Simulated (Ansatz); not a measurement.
Data:

As:
```
As
1.0
   -1.65742     1.65742     1.65742
    1.65742    -1.65742     1.65742
    1.65742     1.65742    -1.65742
As
1
Direct
  0.00000   0.00000   0.00000
```

This is the PBEsol-relaxed structure.

All from PBEsol in the plane-wave PAW code Ansatz, unless another level is named. Give the electronic character.

metallic (no gap).

Next, the density of states at the Fermi level?

0.52 states/eV per atom (mean over ±0.08 eV).

Next, the gap with spin–orbit coupling?

none (metallic).

Space group Im-3m (bcc (W type)). The cell is a constructed one: a structure type filled with these elements; neither database checked (COD, Materials Project) lists it. It is not the phase usual at ambient conditions (space group No. 166). Symmetry was held in the PBEsol relaxation; its stability against distortions is not shown here. Scalar-relativistic: spin–orbit coupling is off unless named, which matters more the heavier the elements.

Potentials: the earlier of the program's two PAW sets. The files were generated under PBE; for other functionals the program regenerates the frozen cores, and for LDA and PBEsol the local potential too.
